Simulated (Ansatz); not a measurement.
Here is the system:

Starting cell, Ge (diamond):

```
Ge
1.0
    0.00000     5.76221     5.76221
    2.88111     0.00000     2.88111
    2.88111     2.88111     0.00000
Ge
4
Direct
  0.25000   0.50000   0.50000
  0.75000   0.50000   0.50000
  0.37500   0.75000   0.75000
  0.87500   0.75000   0.75000
```

The atoms are displaced by Q × the pattern below (from a DFPT mode at L = (0.5, 0.0, 0.0), largest move 1; Q in Å), at fixed cell. (q is in reciprocal vectors of the primitive cell; the cell shown is doubled to hold the pattern.)

| atom | x | y | z |
|---|---|---|---|
| Ge1 | -0.577 | 0.577 | 0.577 |
| Ge2 | 0.577 | -0.577 | -0.577 |
| Ge3 | 0.577 | -0.577 | -0.577 |
| Ge4 | -0.577 | 0.577 | 0.577 |

Calculation: PBE (plane waves to 420 eV, PAW, scalar-relativistic; Ansatz, a quantum-chemistry and plane-wave program). k mesh 7×14×14 (Γ-centred), Fermi-Dirac smearing 0.05 eV. The energy includes the smearing's −TS. With partly filled bands, energies and forces of such displacements shift with the k mesh and the smearing. Ge was relaxed with its symmetry unable to fall. The PAW data are Ansatz's earlier set. The zero of ΔE is the undisplaced structure.

The scan covers Q from -0.100 to 0.100 Å in 13 points.

Problem. Is this a single well or a double well?

Solution. A single well with its minimum at or next to zero displacement.

Problem. Which space group does the distorted structure have?

Solution. R-3m (No. 166), lowered from Fd-3m.

Problem. What is the energy change at Q = 0.100 Å?

Solution. 221 meV/cell.

Problem. What harmonic wavenumber does the curvature at Q = 0 give?

Solution. 208 cm⁻¹.

(A displaced cell: forces are minus the slopes of the energy, force constants its curvatures, and phonons follow from these.)
